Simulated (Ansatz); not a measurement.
Relaxed-ion elastic tensor of GaMo3N (anti-perovskite, Pm-3m) in GPa (Voigt order), PBEsol (plane waves, PAW; program Ansatz); density 9.21 g/cm³, 13.41 Å³ per atom.

```json
[
 {"": "1", "1": "540", "2": "128", "3": "128", "4": "0.0", "5": "0.0", "6": "0.0"},
 {"": "2", "1": "128", "2": "540", "3": "128", "4": "0.0", "5": "0.0", "6": "0.0"},
 {"": "3", "1": "128", "2": "128", "3": "540", "4": "0.0", "5": "0.0", "6": "0.0"},
 {"": "4", "1": "0.0", "2": "0.0", "3": "0.0", "4": "87.1", "5": "0.0", "6": "0.0"},
 {"": "5", "1": "0.0", "2": "0.0", "3": "0.0", "4": "0.0", "5": "87.1", "6": "0.0"},
 {"": "6", "1": "0.0", "2": "0.0", "3": "0.0", "4": "0.0", "5": "0.0", "6": "87.1"}
]
```

### Question
Is the crystal mechanically stable?

### Answer
Yes: the smallest eigenvalue of C is 87.1 GPa.

### Question
Work out the Voigt, Reuss and Hill averages.

### Answer
K_V = 265, K_R = 265, K_H = 265; G_V = 135, G_R = 113, G_H = 124 GPa.

### Question
Give Young's modulus, Poisson's ratio, Pugh's ratio and the universal anisotropy index.

### Answer
E = 9KG/(3K + G) = 322 GPa; ν = 0.30; K/G = 2.14 (ductile by the Pugh limit of 1.75); A_U = 5G_V/G_R + K_V/K_R − 6 = 0.95.

### Question
Estimate the sound speeds and the Debye temperature.

### Answer
v_l = √((K + 4G/3)/ρ) = 6840 m/s, v_t = √(G/ρ) = 3670 m/s, mean 4100 m/s; Θ = (h/k)(3n/4πV)^(1/3) v_m = 514 K.

### Question
Give the Zener ratio and Young's modulus along [100], [110] and [111].

### Answer
A = 2C44/(C11 − C12) = 0.42; 1/E = S11 − 2(S11 − S12 − S44/2)Γ with Γ = 0, 1/4, 1/3 gives 491, 271, 236 GPa.

The start of the workflow was typed in or built on a structure type; neither database checked (COD, Materials Project) lists it. Its standing as an ambient phase is unchecked. The cell was relaxed with PBEsol under the symmetry of its start; phonons show weakly imaginary modes. The workflow began spin-polarised and lost its moments. As this level gives no gap, shear constants depend on the k-mesh and smearing (Fermi–Dirac, 0.1 eV here).

Potentials: the later of the program's two PAW sets.
